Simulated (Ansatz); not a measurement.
Si2W:
Space group I4/mmm (No. 139); a = b = 3.212 Å, c = 7.807 Å, α = β = γ = 90.00°

```tsv
atom	site	symmetry	x	y	z
Si	4e	4mm	0.0000	0.0000	0.3348
W	2a	4/mmm	0.0000	0.0000	0.0000
```
(The calculation used a cell of 3 atoms; values per cell refer to that cell.)

Relaxed with r²SCAN.

**Question.** Which orbitals make up the states near the Fermi level in r²SCAN (plane waves, PAW; program Ansatz)?

**Answer.** Within 0.5 eV of the Fermi level: W 5d 74 %, Si 3p 21 %. Projections are on Löwdin-orthogonalised atomic valence shells; empty p or d shells of many metals are not among them.

**Question.** Tabulate the density of states.

**Answer.** States/eV per cell of 3 atoms, in 0.25 eV bins, energy from the Fermi level.

| E (eV) | total | W 5d | Si 3p | Si 3s |
|---|---|---|---|---|
| -7.85 | 0.60 | 0.15 | 0.26 | 0.14 |
| -7.60 | 0.63 | 0.16 | 0.30 | 0.12 |
| -7.35 | 0.64 | 0.16 | 0.33 | 0.09 |
| -7.10 | 0.90 | 0.22 | 0.52 | 0.08 |
| -6.85 | 1.22 | 0.30 | 0.76 | 0.07 |
| -6.60 | 1.15 | 0.27 | 0.74 | 0.06 |
| -6.35 | 0.97 | 0.23 | 0.62 | 0.06 |
| -6.10 | 0.98 | 0.26 | 0.58 | 0.07 |
| -5.85 | 0.94 | 0.26 | 0.54 | 0.08 |
| -5.60 | 0.62 | 0.17 | 0.30 | 0.11 |
| -5.35 | 0.74 | 0.21 | 0.36 | 0.12 |
| -5.10 | 0.89 | 0.28 | 0.40 | 0.13 |
| -4.85 | 1.06 | 0.38 | 0.44 | 0.15 |
| -4.60 | 1.44 | 0.57 | 0.54 | 0.19 |
| -4.35 | 1.36 | 0.59 | 0.49 | 0.16 |
| -4.10 | 1.15 | 0.54 | 0.40 | 0.13 |
| -3.85 | 1.36 | 0.62 | 0.49 | 0.15 |
| -3.60 | 1.61 | 0.77 | 0.57 | 0.17 |
| -3.35 | 1.86 | 1.00 | 0.62 | 0.14 |
| -3.10 | 2.89 | 1.57 | 1.05 | 0.15 |
| -2.85 | 4.35 | 2.44 | 1.58 | 0.16 |
| -2.60 | 4.85 | 2.45 | 2.02 | 0.14 |
| -2.35 | 2.23 | 1.17 | 0.89 | 0.08 |
| -2.10 | 1.42 | 0.75 | 0.56 | 0.06 |
| -1.85 | 1.14 | 0.67 | 0.38 | 0.05 |
| -1.60 | 0.92 | 0.60 | 0.25 | 0.04 |
| -1.35 | 0.81 | 0.56 | 0.20 | 0.03 |
| -1.10 | 0.75 | 0.55 | 0.15 | 0.02 |
| -0.85 | 0.75 | 0.59 | 0.11 | 0.01 |
| -0.60 | 0.82 | 0.70 | 0.09 | 0.01 |
| -0.35 | 0.50 | 0.42 | 0.06 | 0.00 |
| -0.10 | 0.19 | 0.13 | 0.06 | 0.00 |
| 0.15 | 0.20 | 0.13 | 0.06 | 0.00 |
| 0.40 | 0.28 | 0.16 | 0.08 | 0.02 |
| 0.65 | 0.62 | 0.29 | 0.18 | 0.12 |
| 0.90 | 0.69 | 0.34 | 0.21 | 0.11 |
| 1.15 | 0.82 | 0.40 | 0.25 | 0.11 |
| 1.40 | 0.97 | 0.46 | 0.30 | 0.13 |
| 1.65 | 1.24 | 0.57 | 0.37 | 0.18 |
| 1.90 | 1.55 | 0.70 | 0.41 | 0.22 |
| 2.15 | 1.71 | 0.78 | 0.43 | 0.23 |
| 2.40 | 1.95 | 0.92 | 0.51 | 0.27 |
| 2.65 | 2.53 | 1.16 | 0.62 | 0.39 |
| 2.90 | 2.58 | 1.26 | 0.62 | 0.36 |
| 3.15 | 1.91 | 0.81 | 0.46 | 0.24 |
| 3.40 | 1.97 | 0.88 | 0.38 | 0.20 |
| 3.65 | 1.62 | 0.54 | 0.38 | 0.19 |
| 3.90 | 1.47 | 0.45 | 0.39 | 0.18 |
| 4.15 | 1.64 | 0.53 | 0.45 | 0.20 |
| 4.40 | 1.87 | 0.60 | 0.54 | 0.22 |
| 4.65 | 2.34 | 0.70 | 0.70 | 0.28 |

The cell was relaxed with r²SCAN under the symmetry of its start. No spin polarisation was allowed. Spin–orbit coupling is left out wherever it is not named.

Potentials: the earlier of the program's two PAW sets.
